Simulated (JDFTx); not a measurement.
**Report: Al2Pt(111) in implicit electrolytes**

Al2Pt(111) slab cut from bulk Al2Pt (space group Fm-3m, indices of the conventional cell, lattice of the Materials Project entry mp-1502, not re-optimised): 9 atoms in 9 planes, a 1x1 cell of 15.06 Å² (|a| = 4.171, |b| = 4.171 Å), 8.2 Å between the outermost planes, Al outermost, slab composition Al6Pt3, cell height 24.5 Å, 6×6×1 k mesh, Fermi smearing 0.01 Ha, no spin polarisation. Whether this polymorph is the ambient one wasn't checked.

Level of theory: PBE, GBRV ultrasoft potentials, plane waves to 20/100 Ha; code: a modified build of JDFTx. Outer atoms relaxed in vacuum, keeping the start's symmetry. The same nuclei were then put into each liquid, at zero charge and at set potentials or charges. Ideal, unreconstructed faces without any overlayer. Potentials are on the SHE scale by the convention U = −μ/e − 4.44 V; references calibrated for a solvation model differ from this value.

In vacuum the work function is 4.22 eV, which would put the uncharged electrode at -0.22 V vs SHE if the liquid did nothing. Each liquid moves the Fermi level of the neutral slab, now counted from the bulk liquid: CANDLE, water, 1 M NaCl by 0.44 eV, to a potential of zero charge of -0.66 V; CANDLE, acetonitrile, 1 M NaCl by 0.38 eV, to a potential of zero charge of -0.60 V. Outside water the SHE scale is nominal.

Charging:

```csv
liquid,U − U_pzc (V),σ (μC/cm²),σ/(U − U_pzc) (μF/cm²),Δγ (mJ/m²)
"CANDLE, water",0.23,4.0,17,-5
"CANDLE, acetonitrile",0.30,3.7,12,-5
```

The mean capacitance runs from 12 to 17 μF/cm². Δγ, the grand free energy per area against the neutral surface, is negative throughout, since charging at a held potential lowers it. The cavity function reaches one half at 3.0 Å (CANDLE, water), 3.7 Å (CANDLE, acetonitrile) above the top atoms; the models define their cavities differently. CANDLE's negatively charged runs are left out, as they depend on the cell height. No specific adsorption of ions or solvent is in these numbers.
